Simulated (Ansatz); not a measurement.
TiPt3 (Cu3Au type, Pm-3m) under volume change, r²SCAN in the plane-wave PAW code Ansatz, scaled uniformly.

```
V (Å³/atom)  E − E(relaxed) (meV/atom)  P (GPa)
-----------  -------------------------  -------
13.711                           118.6    30.78
14.163                            49.4    18.63
14.615                             [?]      [?]
15.067                             0.0     0.00
15.519                             [?]      [?]
15.971                            38.8   -12.98
16.423                            82.6   -17.88
```

Task: Fill in the missing entries.

Result: 
- 14.615, E − E(relaxed) (meV/atom): 11.6
- 14.615, P (GPa): 8.48
- 15.519, E − E(relaxed) (meV/atom): 10.3
- 15.519, P (GPa): -7.08

Task: What does a third-order Birch–Murnaghan fit give for V₀, B₀ and B′?

Result: V₀ = 15.07 Å³/atom, B₀ = 258 GPa, B′ = 5.0.

The r²SCAN relaxation kept the symmetry of its start; of distortions, only those at the zone centre were tested. The run is not spin-polarised. Scalar-relativistic: spin–orbit coupling is off unless named, which matters more the heavier the elements.

Potentials: the later of the program's two PAW sets.
